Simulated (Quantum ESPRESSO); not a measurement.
Band energies of SnO2

```
CELL_PARAMETERS angstrom
      4.76647     0.00000     0.00000
      0.00000     4.76647     0.00000
      0.00000     0.00000     3.21179
ATOMIC_POSITIONS crystal
  O  0.19368 0.80632 0.50000
  O  0.80632 0.19368 0.50000
  O  0.69368 0.69368 0.00000
  O  0.30632 0.30632 0.00000
  Sn 0.50000 0.50000 0.50000
  Sn 0.00000 0.00000 0.00000
```

norm-conserving PBE (Quantum ESPRESSO, 84 Ry, no spin-orbit coupling); path ΓXMΓZRAZ,XR,MA; energies in eV from the valence-band maximum.

```
k (1/Å)  point  band 22  band 23  band 24  band 25  band 26  band 27  band 28  band 29
-------  -----  -------  -------  -------  -------  -------  -------  -------  -------
0.00         Γ    -1.26    -1.26    -0.77    -0.77     0.00     1.03     5.96     6.23
0.66         X    -1.95    -1.22    -1.22    -0.62    -0.62     4.21     4.21     6.98
1.32         M    -1.95    -1.34    -1.34    -0.88    -0.88     4.61     4.61     7.38
2.06              -1.27    -1.24    -1.18    -0.78    -0.10     1.57     5.76     6.38
2.25         Γ    -1.26    -1.26    -0.77    -0.77     0.00     1.03     5.96     6.23
2.64              -2.42    -2.32    -0.78    -0.78    -0.32     2.95     6.54     7.67
3.23         Z    -2.62    -1.60    -1.60    -1.22    -1.22     5.93     5.93     9.62
3.89         R    -1.71    -1.07    -1.07    -0.73    -0.73     6.21     6.21     7.91
4.38              -1.83    -0.99    -0.99    -0.85    -0.85     4.82     4.82     8.78
4.55         A    -2.41    -0.94    -0.94    -0.81    -0.81     4.66     4.66     8.82
5.01              -1.24    -1.23    -1.21    -1.03    -1.01     5.42     5.96     7.88
5.48         Z    -2.62    -1.60    -1.60    -1.22    -1.22     5.93     5.93     9.62
5.48         X    -1.95    -1.22    -1.22    -0.62    -0.62     4.21     4.21     6.98
5.80              -1.75    -1.43    -1.43    -0.72    -0.72     4.80     4.80     7.90
6.46         R    -1.71    -1.07    -1.07    -0.73    -0.73     6.21     6.21     7.91
6.46         M    -1.95    -1.34    -1.34    -0.88    -0.88     4.61     4.61     7.38
6.78              -2.78    -0.96    -0.96    -0.86    -0.86     4.83     4.83     8.09
7.44         A    -2.41    -0.94    -0.94    -0.81    -0.81     4.66     4.66     8.82
```

The PBE gap is direct, 1.03 eV at Γ.

Spin-orbit splittings are left out.

Geometry relaxed with PBEsol.
